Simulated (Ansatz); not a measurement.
BN in the wurtzite structure, relaxed with r2SCAN, was run in Ansatz 0.2.0 under altered settings. All numbers are computed, without spin polarisation but where a row says otherwise.

```
CELL_PARAMETERS angstrom
2.54395 0.00000 0.00000
-1.27198 2.20313 0.00000
0.00000 0.00000 4.20782
ATOMIC_POSITIONS crystal
B 0.33333 0.66667 0.00020
B 0.66667 0.33333 0.50020
N 0.33333 0.66667 0.37480
N 0.66667 0.33333 0.87480
```

The base run's other keys:
```yaml
kpoints:
  mp_grid: { grid: [9, 9, 4] }
hamiltonian:
  xc: pbe
scf:
  occupations: { method: fixed }
  n_extra_bands: 5
```

It takes 6 iterations with 465 plane waves at 420 eV and 36 k points, and leaves a mean stress of +4.66 GPa. The gap over this mesh is 5.207 eV. It ran on 4 threads of Arm Neoverse N1, with other jobs on the host.

Outcomes, with energy and stress as changes against the base:
```csv
setting,outcome,ΔF (meV/atom),Δ mean stress (GPa),gap on the mesh (eV),iterations,wall time
scf.occupations: methfessel_paxton 0.05,converged,0.0,0.00,5.207,5,0.77 s
"kpoints.mp_grid.grid: [2, 2, 2]",converged,+576,+9.51,6.433,7,0.41 s
scf.occupations: cold 0.05,converged,0.0,0.00,5.207,5,0.77 s
scf.mixing.ndim: 1,converged,0.0,0.00,5.207,11,0.99 s
basis.ecutwfc: 300,"converged, warned",+135,-0.96,5.224,6,0.63 s
hamiltonian.dispersion: d3bj,converged,-210,-5.73,5.207,6,0.8 s
accuracy: low,converged,0.0,0.00,5.207,6,0.79 s
hamiltonian.xc: lda,converged,–,-13.96,4.983,6,0.78 s
scf.occupations: cold 0.5,converged,0.0,0.00,5.207,5,0.78 s
scf.convergence.dr2_threshold: 0.0001,"converged, warned",0.0,0.0,5.207,6,0.82 s
scf.occupations: fermi_dirac 0.05,converged,0.0,0.00,5.207,6,0.81 s
basis.ecutrho_ratio: 12,converged,0.0,0.00,5.207,6,0.91 s
scf.n_extra_bands: 0,converged,0.0,0.00,5.207,6,0.7 s
```
A dash marks a value that wasn't obtained or can't be compared. Stress is positive in compression. The base took 0.8 s.

- kpoints.mp_grid.grid: [2, 2, 2]. The free energy moves by +576 meV an atom, the mean stress by +9.51 GPa and the gap on the mesh by +1.226 eV (to 6.433). The gap changes mostly because other points are sampled; a mesh that misses a band edge overestimates it. The mesh is too coarse.
- basis.ecutwfc: 300. 287 plane waves in place of 465. The free energy moves by +135 meV an atom, the mean stress by -0.96 GPa and the gap on the mesh by +0.017 eV (to 5.224). The basis is too small: these are errors of the cutoff. Warned: cutoff below recommended.
- hamiltonian.dispersion: d3bj. The free energy moves by -210 meV an atom, the mean stress by -5.73 GPa and the gap on the mesh by 0.000 eV (to 5.207). A pairwise correction adds to energy, forces and stress and leaves the bands alone.
- hamiltonian.xc: lda. The mean stress moves by -13.96 GPa and the gap on the mesh by -0.224 eV (to 4.983). It's another functional on the same cell, so totals aren't comparable.
- scf.convergence.dr2_threshold: 0.0001. It converges in 6 iterations, as the base does. Even so loose a threshold leaves the results unchanged here, which can't be counted on. Warned: force scf threshold loose, stress scf threshold loose.

Within 1 meV an atom, 0.1 GPa and 0.005 eV of the base stay: scf.occupations: methfessel_paxton 0.05; scf.occupations: cold 0.05; scf.mixing.ndim: 1; accuracy: low; scf.occupations: cold 0.5; scf.convergence.dr2_threshold: 0.0001; scf.occupations: fermi_dirac 0.05; basis.ecutrho_ratio: 12; scf.n_extra_bands: 0.
